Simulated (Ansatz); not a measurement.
Si3N4 in space group I-43d (No. 220; N on 16c, Si on 12b), r²SCAN in the plane-wave PAW code Ansatz. The conduction-band minimum lies on the Γ–H line, 46 % of the way from Γ, with 6 equivalent valleys. Second derivatives d²E/dk² of the lowest band at one valley (eV·Å²), along Cartesian directions:

| direction | d²E/dk² |
|---|---|
| [100] | 14.31 |
| [010] | 14.31 |
| [001] | 10.20 |
| [110] | 14.31 |
| [101] | 12.25 |
| [011] | 12.25 |

**Question.** Find the principal effective masses, the density-of-states mass and the conductivity mass.

**Answer.** Off-diagonal terms follow from H_xy = H[110] − (H_xx + H_yy)/2, and m*/mₑ = 7.620 eV·Å² over each eigenvalue: 0.53, 0.53, 0.75. One valley's DOS mass (m₁m₂m₃)^(1/3) = 0.60, conductivity mass 3/(Σ 1/mᵢ) = 0.59 mₑ.

**Question.** What effective density of states Nc follows at 300 K for parabolic valleys?

**Answer.** Nc = 2.509e19 × 6 × (0.60)^(3/2) ≈ 7.0e19 cm⁻³.

**Question.** With the computed static dielectric constant 8.88 (mean of the diagonal), estimate a hydrogenic donor's binding energy and radius.

**Answer.** E = 13.606 eV × 0.59/8.88² ≈ 100 meV; a = 0.529 Å × ε/m* ≈ 8.0 Å. Semilocal masses tend to be too small when the gap is underestimated.

The workflow started from an entry of the Crystallography Open Database (COD), which files this formula under 4 space groups. It is not the phase usual at ambient conditions (space group No. 176). Symmetry was held in the r²SCAN relaxation; its stability against distortions is not shown here.

Potentials: the earlier of the program's two PAW sets. The files were generated under PBE; for other functionals the program regenerates the frozen cores, and for LDA and PBEsol the local potential too.
